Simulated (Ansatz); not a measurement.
SiC (zinc blende)

```
SiC
1.0
    0.00000     2.17831     2.17831
    2.17831     0.00000     2.17831
    2.17831     2.17831     0.00000
C Si
1 1
Cartesian
  3.26747   3.26747   3.26747
  0.00000   0.00000   0.00000
```

E(V) scan at fixed shape, V₀ the volume above. Symmetry pins the atoms to their sites.

All values below come from r2SCAN (plane waves to 500 eV, PAW, scalar-relativistic; Ansatz, a first-principles code). k mesh 13×13×13 (Γ-centred), Fermi-Dirac smearing 0.05 eV. E stands for the smeared free energy. Stress and pressure are positive under compression. SiC was relaxed with its symmetry unable to fall. The PAW data are Ansatz's earlier set. The zero of ΔE is the relaxed starting cell.

```
V (Å³/atom)  ΔE (meV/atom)
-----------  -------------
9.716                 29.2
9.840                 18.3
9.964                 10.1
10.088                 4.4
10.212                 1.1
10.336                 0.0
10.460                 1.0
10.584            withheld
10.708                 9.0
10.832                15.7
10.956                24.0
```

Problem. Fit a third-order Birch-Murnaghan form (E₀, V₀, B₀, B₀′ free) to the given rows and predict ΔE at V = 10.584.

Solution. Least squares on the 10 given rows: ΔE = E₀ + (9V₀B₀/16)·y²·[2 + (B₀′ − 4)y], y = (V₀/V)^(2/3) − 1, with V₀ = 10.336 Å³/atom, B₀ = 227.5 GPa (160.2 GPa = 1 eV/Å³; the term in eV is multiplied by 1000), B₀′ = 3.89, E₀ = 0.00 meV/atom; root-mean-square residual 0.02 meV/atom. At 10.584 the fit gives 4.1 meV/atom; the calculation gives 4.1 meV/atom, the same to the digits shown. For the pressure the fit gives -5.2 GPa against the computed -5.2 GPa.

(Under strain, the slope of the energy per volume gives the stress and its curvature an elastic modulus.)
